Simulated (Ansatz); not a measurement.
### Question
C in space group P6_3/mmc (No. 194; C on 4f, C on 4f, C on 4e) is relaxed with PBE in the plane-wave PAW code Ansatz. What lattice parameters of the conventional cell result?

### Answer
a = 2.520 Å, c = 12.429 Å.

### Question
Give the free coordinates with the occupied sites.

### Answer
In one choice of origin and axes:

```json
[
 {"atom": "C", "site": "4f", "symmetry": "3m.", "x": "0.6667", "y": "0.3333", "z": "0.1451"},
 {"atom": "C", "site": "4f", "symmetry": "3m.", "x": "0.6667", "y": "0.3333", "z": "0.0208"},
 {"atom": "C", "site": "4e", "symmetry": "3m.", "x": "0.0000", "y": "0.0000", "z": "0.1869"}
]
```

### Question
Is it a metal or does it have a gap at this level?

### Answer
A gap of 4.42 eV, indirect.

The first step of the workflow began from a Materials Project structure, measured or hypothetical. Its sites differ from those of the usual phase in this space group: another stacking or structure type. The PBE relaxation kept the symmetry of its start; whether a distortion lowers the energy is not shown.

Potentials: the later of the program's two PAW sets.
